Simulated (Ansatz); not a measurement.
This cell of Hf (hcp, Mg type) is off equilibrium:

```
Hf
1.0
    6.40842     0.00000     0.00000
   -1.60210     2.77493     0.00000
    0.00000     0.00000     5.06906
Hf
4
Direct
  0.16667   0.68123   0.75000
  0.66667   0.65210   0.75000
  0.33333   0.34790   0.25000
  0.83333   0.31877   0.25000
```

Method: PBE (plane waves to 420 eV, PAW, scalar-relativistic; Ansatz, a quantum-chemistry and plane-wave program). k mesh 17×17×9 (Γ-centred), Fermi-Dirac smearing 0.05 eV. Stress and pressure are positive under compression. With partly filled bands, energies and forces of such displacements shift with the k mesh and the smearing. Hf is run without spin polarisation. Hf was relaxed with its symmetry unable to fall. Spin-orbit coupling is left out, though Hf is heavy.

Q: Predict the force on every atom, in eV/Å.

A: 
| atom | Fx | Fy | Fz |
|---|---|---|---|
| Hf1 | 0.064 | -0.117 | 0.000 |
| Hf2 | -0.069 | 0.114 | 0.000 |
| Hf3 | 0.069 | -0.114 | 0.000 |
| Hf4 | -0.064 | 0.117 | 0.000 |

(A displaced cell: forces are minus the slopes of the energy, force constants its curvatures, and phonons follow from these.)
